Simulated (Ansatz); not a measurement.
Geometry optimisation in Ansatz: input, command and trajectory.

```yaml
crystal:
  lattice:
    - [4.0771585679, 0.0, 0.0]
    - [-2.038579284, 3.5309228951, 0.0]
    - [0.0, 0.0, 10.8461895484]
  atoms:
    - { symbol: Bi, position: [0.3333333333, 0.6666666667, 0.25] }
    - { symbol: Bi, position: [0.6666666667, 0.3333333333, 0.75] }
    - { symbol: Te, position: [0.3333333333, 0.6666666667, 0.75] }
    - { symbol: Te, position: [0.6666666667, 0.3333333333, 0.25] }
basis:
  ecutwfc: 500
kpoints:
  mp_grid: { grid: [6, 6, 2] }
hamiltonian:
  xc: r2scan
scf:
  occupations: { method: gaussian, width: 0.1 }
  lower_state_search: "off"
output:
  forces: true
  stress: true
  eigenvalues: true
relax:
  adjacent_minimum: "off"
  f_tol: 0.04
  max_steps: 70
  cell: { stress_tol: 0.4 }
```

```bash
ansatz run input.yaml --threads 1 --pin off --max-ram 3072MiB --backend cpu --events-out ev --progress --plain --runs-dir out
```

The calculation used DFT r2SCAN, scalar-relativistic, plane waves, PAW in Ansatz 0.2.0.

Of 19 frames 10 are shown, positions in Å and forces in eV/Å; the SCF threshold varies from step to step. Steps run on the plane waves of an earlier cell, with a Pulay correction in the pressure. The basis is chosen afresh for the last frame, the zero of the energies, and at times for earlier ones too; energy and pressure step there, also at an unchanged geometry. Here that happened at step 17 (-18 meV/atom, 0.8 GPa); the frames before carry an error of that size.

```xyz
4
Lattice="4.0772 0.0000 0.0000 -2.0386 3.5309 0.0000 0.0000 0.0000 10.8462" Properties=species:S:1:pos:R:3:forces:R:3 pbc="T T T" step=1 free_energy_over_end_meV_per_atom=3964.58 pressure_GPa=55.54
Bi    0.0000    2.3539    2.7115    0.0000    0.0000    0.0000
Bi    2.0386    1.1770    8.1346    0.0000    0.0000    0.0000
Te    0.0000    2.3539    8.1346    0.0000    0.0000    0.0000
Te    2.0386    1.1770    2.7115    0.0000    0.0000    0.0000
4
Lattice="4.4747 0.0000 0.0000 -2.2373 3.8752 0.0000 0.0000 0.0000 10.8258" Properties=species:S:1:pos:R:3:forces:R:3 pbc="T T T" step=3 free_energy_over_end_meV_per_atom=1333.25 pressure_GPa=20.00
Bi    0.0000    2.5835    2.7064    0.0000    0.0000    0.0000
Bi    2.2373    1.2917    8.1193    0.0000    0.0000    0.0000
Te    0.0000    2.5835    8.1193    0.0000    0.0000    0.0000
Te    2.2373    1.2917    2.7064    0.0000    0.0000    0.0000
4
Lattice="4.8723 0.0000 0.0000 -2.4361 4.2195 0.0000 0.0000 0.0000 10.7434" Properties=species:S:1:pos:R:3:forces:R:3 pbc="T T T" step=5 free_energy_over_end_meV_per_atom=386.98 pressure_GPa=5.24
Bi    0.0000    2.8130    2.6858    0.0000    0.0000    0.0000
Bi    2.4361    1.4065    8.0575    0.0000    0.0000    0.0000
Te    0.0000    2.8130    8.0575    0.0000    0.0000    0.0000
Te    2.4361    1.4065    2.6858    0.0000    0.0000    0.0000
4
Lattice="5.1321 0.0000 0.0000 -2.5660 4.4445 0.0000 0.0000 0.0000 10.1773" Properties=species:S:1:pos:R:3:forces:R:3 pbc="T T T" step=7 free_energy_over_end_meV_per_atom=236.33 pressure_GPa=0.00
Bi    0.0000    2.9630    2.5443    0.0000    0.0000    0.0000
Bi    2.5660    1.4815    7.6329    0.0000    0.0000    0.0000
Te    0.0000    2.9630    7.6329    0.0000    0.0000    0.0000
Te    2.5660    1.4815    2.5443    0.0000    0.0000    0.0000
4
Lattice="5.1722 0.0000 0.0000 -2.5861 4.4793 0.0000 0.0000 0.0000 9.1057" Properties=species:S:1:pos:R:3:forces:R:3 pbc="T T T" step=9 free_energy_over_end_meV_per_atom=195.28 pressure_GPa=-0.76
Bi    0.0000    2.9862    2.2764    0.0000    0.0000    0.0000
Bi    2.5861    1.4931    6.8293    0.0000    0.0000    0.0000
Te    0.0000    2.9862    6.8293    0.0000    0.0000    0.0000
Te    2.5861    1.4931    2.2764    0.0000    0.0000    0.0000
4
Lattice="5.1717 0.0000 0.0000 -2.5858 4.4788 0.0000 0.0000 0.0000 8.0468" Properties=species:S:1:pos:R:3:forces:R:3 pbc="T T T" step=11 free_energy_over_end_meV_per_atom=154.79 pressure_GPa=-0.28
Bi    0.0000    2.9859    2.0117    0.0000    0.0000    0.0000
Bi    2.5858    1.4929    6.0351    0.0000    0.0000    0.0000
Te    0.0000    2.9859    6.0351    0.0000    0.0000    0.0000
Te    2.5858    1.4929    2.0117    0.0000    0.0000    0.0000
4
Lattice="5.2049 0.0000 0.0000 -2.6024 4.5076 0.0000 0.0000 0.0000 7.0075" Properties=species:S:1:pos:R:3:forces:R:3 pbc="T T T" step=13 free_energy_over_end_meV_per_atom=32.77 pressure_GPa=0.54
Bi    0.0000    3.0050    1.7519    0.0000    0.0000    0.0000
Bi    2.6024    1.5025    5.2556    0.0000    0.0000    0.0000
Te    0.0000    3.0050    5.2556    0.0000    0.0000    0.0000
Te    2.6024    1.5025    1.7519    0.0000    0.0000    0.0000
4
Lattice="5.2757 0.0000 0.0000 -2.6378 4.5688 0.0000 0.0000 0.0000 6.8909" Properties=species:S:1:pos:R:3:forces:R:3 pbc="T T T" step=15 free_energy_over_end_meV_per_atom=21.15 pressure_GPa=-0.47
Bi    0.0000    3.0459    1.7227    0.0000    0.0000    0.0000
Bi    2.6378    1.5229    5.1682    0.0000    0.0000    0.0000
Te    0.0000    3.0459    5.1682    0.0000    0.0000    0.0000
Te    2.6378    1.5229    1.7227    0.0000    0.0000    0.0000
4
Lattice="5.2641 0.0000 0.0000 -2.6320 4.5588 0.0000 0.0000 0.0000 6.8507" Properties=species:S:1:pos:R:3:forces:R:3 pbc="T T T" step=17 free_energy_over_end_meV_per_atom=2.30 pressure_GPa=0.75
Bi    0.0000    3.0392    1.7127    0.0000    0.0000    0.0000
Bi    2.6320    1.5196    5.1380    0.0000    0.0000    0.0000
Te    0.0000    3.0392    5.1380    0.0000    0.0000    0.0000
Te    2.6320    1.5196    1.7127    0.0000    0.0000    0.0000
4
Lattice="5.2991 0.0000 0.0000 -2.6495 4.5891 0.0000 0.0000 0.0000 6.8538" Properties=species:S:1:pos:R:3:forces:R:3 pbc="T T T" step=19 free_energy_over_end_meV_per_atom=0.00 pressure_GPa=0.17
Bi    0.0000    3.0594    1.7134    0.0000    0.0000    0.0000
Bi    2.6495    1.5297    5.1403    0.0000    0.0000    0.0000
Te    0.0000    3.0594    5.1403    0.0000    0.0000    0.0000
Te    2.6495    1.5297    1.7134    0.0000    0.0000    0.0000
```

The start puts this composition into another compound's structure type, which needn't suit it. At the end the space group is P6_3/mmc (tolerance 0.05 Å).

The run took 3.8 min on 1 thread of Arm Neoverse V2, with other jobs on the host, peak memory 0.8 GiB.

The k mesh is coarse. Spin–orbit coupling is left out, which can shift energies with elements as heavy as these. The cell holds layers, and r2SCAN describes their binding at middle range but leaves out its long-range dispersion part.